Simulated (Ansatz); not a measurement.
Given:

Relaxed Te (trigonal-Te type, space group P3_121):

```yaml
crystal:
  lattice:
    - [4.62412, 0.00000, 0.00000]
    - [-2.31206, 4.00460, 0.00000]
    - [0.00000, 0.00000, 5.90339]
  atoms:
    - { symbol: Te, position: [0.25335, 0.00000, 0.33333] }
    - { symbol: Te, position: [0.00000, 0.25335, 0.66667] }
    - { symbol: Te, position: [0.74665, 0.74665, 0.00000] }
```

In this cell atom 1 (Te, nearest neighbour Te at 2.827 Å; its periodic images, 4.6 Å or more away, move with it) is moved by s along Cartesian [111], unit vector (0.577, 0.577, 0.577); all other atoms and the cell stay fixed.

Calculation: r2SCAN (plane waves to 500 eV, PAW, scalar-relativistic; Ansatz, a first-principles code). k mesh 7×7×5 (Γ-centred), Fermi-Dirac smearing 0.05 eV. E stands for the smeared free energy. As the smearing reaches across the gap at some points, energies and forces of such displacements shift with the k mesh and the smearing. Spin-orbit coupling is left out, though Te is heavy. Te was relaxed with its symmetry unable to fall. ΔE is measured from the undisplaced structure.

The scan covers s from -0.570 to 0.570 Å in 11 points.

### Question
Is this a single well or a double well?

### Answer
A single well with its minimum at or next to zero displacement.

### Question
Is the energy the same for displacements of ±0.570 Å, and if not, which side lies higher?

### Answer
Not even: the negative side lies higher at ±0.570 Å. With its periodic images moving along, the atom's site symmetry in this cell is 2.

### Question
What is the energy change at s = 0.570 Å?

### Answer
369 meV/cell.

### Question
What force acts on the atom along the line at s = -0.570 Å?

### Answer
8.95 eV/Å.

### Question
What is the force constant k = d²E/ds² of this move at s = 0?

### Answer
4.88 eV/Å².

(A displaced cell: forces are minus the slopes of the energy, force constants its curvatures, and phonons follow from these.)
